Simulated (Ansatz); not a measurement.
La3GaMo3: relaxation (Ansatz)

The input file (Ansatz 0.2.0, plane waves):

```yaml
crystal:
  lattice:
    - [5.64983504, 0.0, 0.0]
    - [0.0, 5.64983504, 0.0]
    - [0.0, 0.0, 5.64983504]
  atoms:
    - { symbol: La, position: [0.5, 0.5, 0.0] }
    - { symbol: La, position: [0.0, 0.5, 0.5] }
    - { symbol: La, position: [0.5, 0.0, 0.5] }
    - { symbol: Mo, position: [0.5, 0.0, 0.0] }
    - { symbol: Mo, position: [0.0, 0.5, 0.0] }
    - { symbol: Mo, position: [0.0, 0.0, 0.5] }
    - { symbol: Ga, position: [0.5, 0.5, 0.5] }
  symmetry: { tolerance: 0.0003 }
kpoints:
  mp_grid: { grid: [6, 6, 6], shift: [0, 0, 0] }
magnetization:
  spin_polarized: false
scf:
  occupations: { method: gaussian, width: 0.0143 }
  lower_state_search: "off"
hamiltonian:
  pseudopotentials: { kind: paw }
  xc: r2scan
basis:
  ecutwfc: 500
  fft_grid_basis: typed
relax:
  max_steps: 60
  cell: { p_target: 0.0 }
  f_tol: 0.03
output:
  forces: true
  stress: true
  eigenvalues: true
  bader: true
  populations: true
  elf: true
  write_potential: true
  volumetric_format: npy
  dos:
    e_range: [-12, 8]
    de: 0.05
    projected: { site_lists: { Ga: [Ga], La: [La], Mo: [Mo] } }
checkpoint:
  read: saved_state
```

Launch command:

```bash
ansatz run input.yaml --threads 2 --pin off --max-ram 2560MiB --backend cpu --events-out ev --progress --plain --runs-dir out
```

Origin of the cell: a known structure type with other elements, at an estimated volume, so it need not be a known compound.

The saved state is a converged single point of the same cell.

Output (shortened):

```
La: projections on atomic orbitals take those of the free atom [Kr 4d10] 4f0 5s2 5p6 5d1 6s2, of charge +0.00 (hamiltonian.pseudopotentials.projection_atoms); the dataset's partial waves leav […]
Pseudopotentials: kind: paw
Pseudopotential: La, paw, valence charge 11, recommended cutoff 500 eV (meta_gga), La.paw.azcp
Pseudopotential: Mo, paw, valence charge 14, recommended cutoff 500 eV (meta_gga), Mo.paw.azcp
Pseudopotential: Ga, paw, valence charge 13, recommended cutoff 500 eV (meta_gga), Ga.paw.azcp
Functional definition: r2SCAN
  exchange = r2scan_x(k0 = k0, k1 = k1, a1 = a1)
  correlation = r2scan_c
Crystal: 7 atoms, lattice volume = 180.346 Å³
Basis set: ecut = 500 eV, 4625 PW (Γ), exchange–correlation on 180×180×180 points (64 copies of the dense FFT grid, shifted against one another)
Bands: 53, of which v1, the nominal top of the filled ones, is band 44 counted from 1 (43 counted from 0)
[… 13 lines left out …]
Initial density: read from a saved state, or passed on in memory by an earlier SCF of this step, an earlier step, the calling program or the single point that the run made first
Functional: x = r2scan, c = r2scan; τ floored in thin density (d = 2e-4 eV/Å³)
SCF iter   1: F=-37476.124133 eV  HF=-37476.305073 eV  Δρ=6.31e-3  dr2=2.28e-1  dr2_τ=5.75e-3
SCF iter   2: F=-37476.277983 eV  HF=-37476.290833 eV  Δρ=4.44e-3  dr2=3.79e-2  dr2_τ=6.44e-3
SCF iter   3: F=-37476.280452 eV  HF=-37476.292744 eV  Δρ=2.73e-3  dr2=2.35e-2  dr2_τ=1.01e-3  defer=53
SCF iter   4: F=-37476.294052 eV  HF=-37476.293688 eV  Δρ=1.25e-3  dr2=1.58e-3  dr2_τ=9.41e-5  defer=53
SCF iter   5: F=-37476.294709 eV  HF=-37476.294767 eV  Δρ=5.89e-4  dr2=3.65e-4  dr2_τ=2.00e-5  defer=53
SCF iter   6: F=-37476.294932 eV  HF=-37476.294952 eV  Δρ=3.39e-4  dr2=1.50e-4  dr2_τ=6.06e-6  defer=53
SCF iter   7: F=-37476.295030 eV  HF=-37476.295034 eV  Δρ=8.21e-5  dr2=1.89e-5  dr2_τ=7.16e-7  defer=53
SCF iter   8: F=-37476.294939 eV  HF=-37476.294939 eV  Δρ=2.60e-5  dr2=1.48e-6  dr2_τ=3.22e-8  defer=53
SCF iter   9: F=-37476.294940 eV  HF=-37476.294939 eV  Δρ=9.86e-6  dr2=1.14e-7  dr2_τ=6.82e-9  defer=53
SCF iter  10: F=-37476.294940 eV  HF=-37476.294940 eV  Δρ=2.45e-6  dr2=1.00e-8  dr2_τ=1.99e-10
relax step   1: F+E_penalty+E_count = -37476.294940 eV  Δ(F+E_penalty+E_count) = +0.000e0 eV  max|allowed force component| = 0.0 eV/Å  Δτ_max = 0.0000 Å  P = +0.197 GPa  Ω = 180.346 Å³  (10 S […]
relax step   2: F+E_penalty+E_count = -37476.295223 eV  Δ(F+E_penalty+E_count) = -2.834e-4 eV  max|allowed force component| = 0.0 eV/Å  Δτ_max = 0.0000 Å  P = -0.013 GPa  Ω = 181.438 Å³  ener […]
relax step   3: F+E_penalty+E_count = -37476.295574 eV  Δ(F+E_penalty+E_count) = -3.511e-4 eV  max|allowed force component| = 0.0 eV/Å  Δτ_max = 0.0000 Å  P = -0.013 GPa  Ω = 181.438 Å³  stress off target by 1.30e-2 GPa […]
SCF 3 converged in 7 iterations: F = -37476.295574 eV  dr2 = 2.22e-11
basis re-selected at this cell: Δ(F+E_penalty+E_count) = -3.511e-4 eV, ΔP = +0.000 GPa vs the last step (what re-selecting the basis moved, of the pressure what is left beyond the Pulay corre […]
SCF converged after 7 iterations
Free energy (F): -37476.295574 eV
Harris-Foulkes:  -37476.295574 eV  (|F-HF|=7.28e-12)
Internal energy: -37476.292147 eV  (E = F + TS)
E sigma→0 (E₀):  -37476.293860 eV
Entropy (-TS):   -0.003427 eV (-0.490 meV/atom)
Fermi energy:    12.355623 eV
--- Per-component energies (eV) ---
  E_band       = -620.020951
  E_kinetic    = 2031.450231
  E_local      = -6793.276174  (includes V_loc(G=0)·N_el)
  E_nonlocal   = 1144.648520
  E_hartree    = 2631.195871
  E_xc         = -993.098863
  E_vxc        = -1309.880302  (∫ρ·V_xc dr)
  E_paw        = -27964.074334  (= ΣΔE_a)
  E_vpaw       = -1035.823972  (= ΣTr[D̂ρ^β])
  E_aug_tail   = -0.000019  (compensation charges beyond the density's cutoff)
  E_vtau       = 80.468980  (kinetic-family band-sum trace: ∫τ·v_τ [+ j·A + Jᵃ·Aᵃ] dr)
  E_ewald      = -7532.026234
  E_core_change = -1.111144  (= ΣΔE_core)
  E_smearing   = -0.003427  (= −TS)
  Σ components = -37476.295574   (vs F -37476.295574, Δ=0.00e0)
--- Forces (eV/Å), atoms counted from 1 ---
  atom   1  La     0.000000    -0.000000    -0.000000
  atom   2  La    -0.000000    -0.000000     0.000000
  atom   3  La     0.000000    -0.000000    -0.000000
  atom   4  Mo    -0.000000     0.000000     0.000000
  atom   5  Mo     0.000000    -0.000000     0.000000
  atom   6  Mo    -0.000000    -0.000000    -0.000000
  atom   7  Ga     0.000000     0.000000     0.000000
  max |Σ_I F_I| component: 0.0 eV/Å
--- Stress (GPa, compression-positive) ---
       -0.013004      -0.000000       0.000000
       -0.000000      -0.013004       0.000000
        0.000000       0.000000      -0.013004
  P = ⅓ Tr σ = -0.0130 GPa (-0.130 kbar)
--- Relaxed structure (2 steps of the walk, 2 accepted, 1 SCFs on fresh bases) ---
  F+E_penalty+E_count = -37476.295574 eV   max|allowed force component| = 0.0 eV/Å   (the final SCF, on the basis selected at the relaxed cell)
  cell:  # Å, volume = 181.4381 Å³
    - [5.661213, 0.0, 0.0]
    - [0.0, 5.661213, 0.0]
    - [0.0, 0.0, 5.661213]
  atoms:
    - { symbol: La, position: [0.500000, 0.500000, 0.0] }
    - { symbol: La, position: [0.0, 0.500000, 0.500000] }
    - { symbol: La, position: [0.500000, 0.0, 0.500000] }
    - { symbol: Mo, position: [0.500000, 0.0, 0.0] }
    - { symbol: Mo, position: [0.0, 0.500000, 0.0] }
    - { symbol: Mo, position: [0.0, 0.0, 0.500000] }
    - { symbol: Ga, position: [0.500000, 0.500000, 0.500000] }
--- Löwdin populations: 7 sites ---
  site symbol       q [e]
     0     La     11.1709
     1     La     11.1709
     2     La     11.1709
     3     Mo     13.7516
     4     Mo     13.7516
     5     Mo     13.7516
     6     Ga     13.0797
  spilling = 0.001735 (of n_electrons = 88.000000)
--- Bader charges: 7 sites ---
  site symbol  charge [e]  shift [e]
     0     La      0.5745     0.0000
     1     La      0.5745     0.0000
     2     La      0.5745     0.0000
     3     Mo     -0.3735     0.0000
     4     Mo     -0.3735     0.0000
     5     Mo     -0.3735     0.0000
     6     Ga     -0.6031     0.0001
  estimated error of the sums over rays = 8.8e-4 e
```

The starting structure.

Space group Pm-3m (No. 221); the run's cell has a = 5.650 Å, b = 5.650 Å, c = 5.650 Å, α = 90.00°, β = 90.00°, γ = 90.00°. Shortest distances: La–Mo 2.82 Å, Ga–La 2.82 Å.

The relaxed structure.

Space group Pm-3m (No. 221); the run's cell has a = 5.661 Å, b = 5.661 Å, c = 5.661 Å, α = 90.00°, β = 90.00°, γ = 90.00°. Shortest distances: La–Mo 2.83 Å, Ga–La 2.83 Å.

```yaml
Free_energy_lowered_by: 0.1 meV/atom
Volume_change: 0.61 %
Final_pressure: -0.01 GPa
Relaxation_steps_listed: 3
Formation_energy_elements_under_the_same_functional_gases_as_molecules_uncorrected: 1.543 eV/atom
```

Caveats: no moments, though an odd count or open d shells may carry them; no spin-orbit coupling, though heavy elements are present; the relaxation held the start's symmetry, so the end may be a saddle point.

The run took 90 s on 2 threads of Arm Neoverse V1, with other jobs on the host, peak memory 1 GiB, from a saved density.
